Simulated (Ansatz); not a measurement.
A geometry of Al away from equilibrium: the start of the relaxation of a relaxed Al cell displaced along its unstable phonon at q = Γ (91i cm⁻¹), largest move 0.15 Å. The numbers are results of r2SCAN (plane waves to 500 eV, PAW, scalar-relativistic; Ansatz, a first-principles code), not measurements. Γ-centred k-mesh 8×8×12 on the run's cell (coarser than for final values), Fermi–Dirac smearing 0.05 eV.

```xyz
3
Lattice="4.5449 0.0000 0.0000 -2.2725 3.9360 0.0000 0.0000 0.0000 2.7577" Properties=species:S:1:pos:R:3:forces:R:3 pbc="T T T" free_energy=-1620.832 pressure_GPa=-0.3
Al     0.0000     0.0000     0.0000    0.0000    0.0000    0.0000
Al     0.0000     2.6240     1.5289    0.0000    0.0000    0.1033
Al     2.2725     1.3120     1.2289    0.0000    0.0000   -0.1033
```

Positions in Å, forces in eV/Å, free energy of the cell in eV (comparable only within this code, potentials and settings). Largest force: 0.10 eV/Å, on Al2, Al3 (atoms numbered as listed); the geometry lies 0.02 eV/atom above the end of its relaxation.

No spin polarisation in the result.

The run could not lose the symmetry of its start, so the end can be a saddle point.

The end of the path is a generated cell of Al: the first start was made by placing the elements on the sites of a structure type, and the end was not matched to a known phase here, so it may be hypothetical. Known forms of Al include space group No. 225.
